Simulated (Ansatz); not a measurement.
Profile along the Pb–Pb line in Pb (hcp, Mg type)

Pb (hcp, Mg type)

```yaml
crystal:
  lattice:
    - [3.48574, 0.00000, 0.00000]
    - [-1.74287, 3.01874, 0.00000]
    - [0.00000, 0.00000, 5.75641]
  atoms:
    - { symbol: Pb, position: [0.33333, 0.66667, 0.25000] }
    - { symbol: Pb, position: [0.66667, 0.33333, 0.75000] }
```

Fields along a shortest Pb–Pb line of a (1 -1 0 0) plane (3.49 Å), from Pb to Pb, interpolated on the slice's grid (step about 0.2 Å). These are r2SCAN+rVV10 (plane waves to 500 eV, PAW, scalar-relativistic; Ansatz, a first-principles code) values and carry that method's errors. k mesh 15×15×8. These are valence fields of a PAW run, semicore shells included where kept as valence: close to a nucleus they are smooth pseudo fields. Pb was relaxed with its symmetry unable to fall. Spin-orbit coupling is left out, though Pb is heavy. This is one of several known forms of Pb; the measured ambient cells at hand have space group No. 225.

```json
[
 {"distance from Pb (Å)": "0.00", "valence electron density (e/Å³)": "10.39", "electron localisation function": "x"},
 {"distance from Pb (Å)": "0.17", "valence electron density (e/Å³)": "9.26", "electron localisation function": "x"},
 {"distance from Pb (Å)": "0.35", "valence electron density (e/Å³)": "6.76", "electron localisation function": "x"},
 {"distance from Pb (Å)": "0.52", "valence electron density (e/Å³)": "4.24", "electron localisation function": "0.14"},
 {"distance from Pb (Å)": "0.70", "valence electron density (e/Å³)": "2.30", "electron localisation function": "0.32"},
 {"distance from Pb (Å)": "0.87", "valence electron density (e/Å³)": "1.12", "electron localisation function": "0.41"},
 {"distance from Pb (Å)": "1.05", "valence electron density (e/Å³)": "0.55", "electron localisation function": "0.39"},
 {"distance from Pb (Å)": "1.22", "valence electron density (e/Å³)": "0.30", "electron localisation function": "0.35"},
 {"distance from Pb (Å)": "1.40", "valence electron density (e/Å³)": "0.19", "electron localisation function": "0.31"},
 {"distance from Pb (Å)": "1.57", "valence electron density (e/Å³)": "0.14", "electron localisation function": "0.25"},
 {"distance from Pb (Å)": "1.75", "valence electron density (e/Å³)": "0.12", "electron localisation function": "0.22"},
 {"distance from Pb (Å)": "1.92", "valence electron density (e/Å³)": "0.14", "electron localisation function": "0.25"},
 {"distance from Pb (Å)": "2.09", "valence electron density (e/Å³)": "0.19", "electron localisation function": "0.31"},
 {"distance from Pb (Å)": "2.27", "valence electron density (e/Å³)": "0.30", "electron localisation function": "0.35"},
 {"distance from Pb (Å)": "2.44", "valence electron density (e/Å³)": "0.55", "electron localisation function": "0.39"},
 {"distance from Pb (Å)": "2.62", "valence electron density (e/Å³)": "1.12", "electron localisation function": "0.41"},
 {"distance from Pb (Å)": "2.79", "valence electron density (e/Å³)": "2.30", "electron localisation function": "0.32"},
 {"distance from Pb (Å)": "2.97", "valence electron density (e/Å³)": "4.24", "electron localisation function": "0.14"},
 {"distance from Pb (Å)": "3.14", "valence electron density (e/Å³)": "6.76", "electron localisation function": "x"},
 {"distance from Pb (Å)": "3.32", "valence electron density (e/Å³)": "9.26", "electron localisation function": "x"},
 {"distance from Pb (Å)": "3.49", "valence electron density (e/Å³)": "10.39", "electron localisation function": "x"}
]
```

x: too close to a nucleus for the ELF to mean much.

Density on the Pb–Pb line (3.49 Å) at its midpoint: 0.12 e/Å³. ELF at that point: 0.2.
